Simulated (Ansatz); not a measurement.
Zn:
```
Zn
1.0
    0.00000     1.89018     1.89018
    1.89018     0.00000     1.89018
    1.89018     1.89018     0.00000
Zn
1
Cartesian
  0.00000   0.00000   0.00000
```

Relaxed with LDA. Special points in fractions of this cell's reciprocal vectors: Γ (0.000, 0.000, 0.000); X (0.500, 0.000, 0.500); U (0.625, 0.250, 0.625); K (0.375, 0.375, 0.750); L (0.500, 0.500, 0.500); W (0.500, 0.250, 0.750).

List the band energies nearest the Fermi level at these points for plane-wave PAW LDA (Ansatz code).

In eV from the Fermi level; about four levels below and three above (degenerate sets whole), none deeper than 8.9 eV; … stands for higher levels left out; points with the same levels are listed once.

```json
[
 {"k": "Γ", "below": "-7.93 -7.93 -7.93 -7.45 -7.45", "above": "19.52 …"},
 {"k": "X", "below": "-7.12 -7.01 -7.01 -1.25", "above": "2.19 …"},
 {"k": "U", "below": "-8.34 -7.58 -7.34 -7.13", "above": "0.75 1.78 …"},
 {"k": "L", "below": "-7.10 -7.10 -3.33 -1.17", "above": "…"},
 {"k": "W", "below": "-8.07 -8.07 -7.43 -7.01", "above": "2.39 2.39 …"}
]
```

Space group Fm-3m (fcc (Cu type)). The workflow started from a Materials Project entry (that database holds measured and hypothetical structures alike); the Crystallography Open Database copy checked does not list it. It is not the phase usual at ambient conditions (space group No. 194). Symmetry was held in the LDA relaxation; its stability against distortions is not shown here.

Potentials: the later of the program's two PAW sets.
